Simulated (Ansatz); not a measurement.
Mg₂Al₂Se₅ in space group P-3m1 (No. 164; Pearson symbol hP9), plane-wave PAW r²SCAN (Ansatz code), all energies at zero smearing, with the estimated change up to a 700 eV cutoff added, with one set of potentials and settings (totals compare only within such a set). Cell of 9 atoms (2 Mg, 2 Al, 5 Se): -32335.175 eV.

```csv
element,reference phase,E (eV/atom)
Mg,"P6_3/mmc, 2 atoms in the cell",-1926.4086
Al,"Fm-3m, 1 atoms in the cell",-540.4083
Se,"P3_121, 3 atoms in the cell",-5478.1269
```

Formation energy per atom, worked out: (-32335.175 − 2×(-1926.4086) − 2×(-540.4083) − 5×(-5478.1269))/9 = -1.212 eV/atom (-117 kJ per mol of atoms), at 0 K, without zero-point energy or fitted corrections.

The first step of the workflow began from a Materials Project structure, measured or hypothetical; the Crystallography Open Database copy checked does not list it. Whether it is the stable phase at ambient conditions was not checked. The r²SCAN relaxation kept the symmetry of its start; its stability against distortions is not shown here. A crystal of weakly bound layers computed without a dispersion correction: the cell and the soft elastic constants depend strongly on that. The references are the lowest solids computed at this level, not always the standard phases.

Potentials: the later of the program's two PAW sets.
